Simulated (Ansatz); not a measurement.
Si₂Mo:
Space group I4/mmm (No. 139); a = b = 3.2171 Å, c = 7.8730 Å, α = β = γ = 90.00°

```json
[
 {"atom": "Si", "site": "4e", "symmetry": "4mm", "x": "0.0000", "y": "0.0000", "z": "0.3351"},
 {"atom": "Mo", "site": "2a", "symmetry": "4/mmm", "x": "0.0000", "y": "0.0000", "z": "0.0000"}
]
```
(The calculation used a cell of 3 atoms; values per cell refer to that cell.)

Relaxed with PBE.

**Question.** Which orbitals make up the states near the Fermi level in DFT-PBE in the program Ansatz with PAW potentials?

**Answer.** Within 0.5 eV of the Fermi level: Mo 4d 72 %, Si 3p 20 %, Si 3s 5 %. Projections are on Löwdin-orthogonalised atomic valence shells; empty p or d shells of many metals are not among them.

**Question.** Tabulate the density of states.

**Answer.** States/eV per cell of 3 atoms, in 0.25 eV bins, energy from the Fermi level.

```
E (eV)  total  Mo 4d  Si 3p  Si 3s
------  -----  -----  -----  -----
-7.85    0.72   0.17   0.24   0.28
-7.60    0.65   0.17   0.22   0.24
-7.35    0.58   0.16   0.20   0.21
-7.10    0.52   0.15   0.19   0.17
-6.85    0.47   0.14   0.18   0.14
-6.60    0.54   0.15   0.26   0.10
-6.35    0.55   0.14   0.29   0.08
-6.10    1.09   0.27   0.69   0.07
-5.85    1.36   0.32   0.91   0.06
-5.60    1.19   0.27   0.81   0.05
-5.35    1.14   0.29   0.74   0.06
-5.10    1.25   0.33   0.75   0.12
-4.85    0.82   0.23   0.43   0.12
-4.60    0.61   0.19   0.28   0.11
-4.35    0.88   0.29   0.40   0.13
-4.10    1.06   0.40   0.44   0.15
-3.85    1.47   0.63   0.55   0.19
-3.60    1.74   0.81   0.62   0.18
-3.35    1.39   0.69   0.48   0.13
-3.10    1.80   0.95   0.60   0.15
-2.85    2.34   1.29   0.78   0.16
-2.60    3.25   1.98   1.03   0.13
-2.35    4.64   2.66   1.65   0.17
-2.10    4.58   2.54   1.72   0.14
-1.85    2.68   1.30   1.18   0.09
-1.60    1.62   0.84   0.66   0.06
-1.35    1.30   0.77   0.44   0.05
-1.10    0.99   0.72   0.21   0.03
-0.85    0.97   0.77   0.15   0.02
-0.60    1.07   0.93   0.10   0.01
-0.35    0.53   0.45   0.06   0.00
-0.10    0.24   0.16   0.07   0.00
0.15     0.26   0.18   0.08   0.00
0.40     0.55   0.30   0.14   0.09
0.65     0.72   0.38   0.20   0.11
0.90     0.87   0.47   0.25   0.11
1.15     1.00   0.55   0.29   0.12
1.40     1.33   0.73   0.36   0.17
1.65     1.91   1.07   0.46   0.26
1.90     2.44   1.49   0.52   0.28
2.15     2.93   1.79   0.57   0.41
2.40     2.13   0.97   0.60   0.43
2.65     1.44   0.58   0.48   0.27
2.90     1.38   0.47   0.49   0.20
3.15     1.64   0.53   0.52   0.21
3.40     2.21   0.74   0.62   0.29
3.65     1.98   0.62   0.64   0.24
3.90     1.88   0.55   0.62   0.20
4.15     2.13   0.59   0.73   0.24
4.40     2.25   0.51   0.85   0.28
4.65     1.78   0.34   0.74   0.19
```

The PBE relaxation kept the symmetry of its start. No spin polarisation was allowed. Scalar-relativistic: spin–orbit coupling is off unless named, which matters more the heavier the elements.

Potentials: the earlier of the program's two PAW sets.
